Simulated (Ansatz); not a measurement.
C:
```yaml
crystal:
  lattice:
    - [0.00000, 2.11697, 3.36685]
    - [1.22257, 0.00000, 3.36685]
    - [1.22257, 2.11697, 0.00000]
  atoms:
    - { symbol: C, position: [0.66672, 0.33328, 0.66672] }
    - { symbol: C, position: [0.33328, 0.66672, 0.33328] }
```

Relaxed with LDA. Special points in fractions of this cell's reciprocal vectors: Γ (0.000, 0.000, 0.000); Y (0.500, 0.000, 0.500); T (1.000, 0.500, 0.500); Z (0.500, 0.500, 0.000); Σ0 (0.000, 0.366, 0.366); U0 (1.000, 0.634, 0.634); C0 (0.500, 0.200, 0.700); A0 (0.500, 0.800, 0.300); L (0.500, 0.500, 0.500).

Q: List the band energies nearest the Fermi level at these points for LDA in the plane-wave PAW code Ansatz.

A: In eV from the Fermi level; about four levels below and three above (degenerate sets whole), none deeper than 8.9 eV; … stands for higher levels left out; points with the same levels are listed once.

```
k               below   above
--  -----------------  ------
Γ   -6.99 -3.24 -3.23  3.51 …
Y         -6.69 -1.90  2.24 …
T         -6.74 -3.35  0.62 …
Z         -3.27 -3.23  8.18 …
Σ0              -1.76  0.41 …
C0              -1.77  1.44 …
L         -6.71 -2.67  1.34 …
```

Space group Fmmm. The first step of the workflow began from a Materials Project structure, measured or hypothetical; the Crystallography Open Database files this formula in space group No. 69, but the cells were not matched. It is not the phase usual at ambient conditions (space group No. 194, 227). The cell was relaxed with LDA under the symmetry of its start; whether a distortion lowers the energy is not shown. A crystal of weakly bound layers computed without a dispersion correction: the cell and the soft elastic constants depend strongly on that. The Fermi level of a semimetal is unsure by some 0.05 eV on such meshes.

Potentials: the later of the program's two PAW sets.
